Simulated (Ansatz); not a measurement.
Generalised stacking fault of MgO (rock salt) on the {100} plane. The cell below holds the perfect crystal with the plane normal along z; tilting its third vector by the shift puts one fault into each cell, between planes 2.13 Å apart, at fixed cell height.

```
CELL_PARAMETERS angstrom
      3.00785     0.00000     0.00000
      0.00000     3.00785     0.00000
      1.50393     1.50393     6.38062
ATOMIC_POSITIONS crystal
  O  0.00000 0.00000 0.83333
  O  0.33333 0.33333 0.16667
  O  0.66667 0.66667 0.50000
  Mg 0.50000 0.50000 0.83333
  Mg 0.83333 0.83333 0.16667
  Mg 0.16667 0.16667 0.50000
```

In-plane vectors a = (3.008, 0.000) Å, b = (0.000, 3.008) Å, area 9.05 Å². The shift is s times the vector a + b (length 4.254 Å), so s = 1 restores the start. The shift is rigid: no atom relaxes. γ = [E(shift) − E(0)] / area.

Level of theory: PBE (plane waves to 420 eV, PAW, scalar-relativistic; Ansatz, a quantum-chemistry and plane-wave program). k mesh 9×9×9 (Γ-centred), Fermi-Dirac smearing 0.05 eV. E is the zero-smearing estimate. Faults lie only 6.4 Å apart, and holding the cell height and the atoms raises γ above its relaxed value. MgO was relaxed with its symmetry unable to fall. The zero of γ is zero shift.

```tsv
s	γ (mJ/m²)
0.000	0
0.083	388
0.167	1544
0.250	3363
0.333	withheld
0.417	7326
0.500	8066
0.583	7326
0.667	withheld
0.750	3363
0.833	1544
0.917	388
```

### Question
Fit a Fourier form (three harmonics of 1 − cos and sin) to the given rows and predict γ at s = 0.667.

### Answer
Least squares on the 10 given rows: γ = (4007.0)·[1 − cos(2πs)] + (-334.5)·[1 − cos(4πs)], in mJ/m²; root-mean-square residual 29.5 mJ/m². At 0.667 the fit gives 5509 mJ/m²; the calculation gives 5500 mJ/m², so the interpolation is off by 9 (+0.2 %). 

(The slope of γ gives the shear force per area between the displaced halves; near zero shift its curvature is an elastic stiffness.)
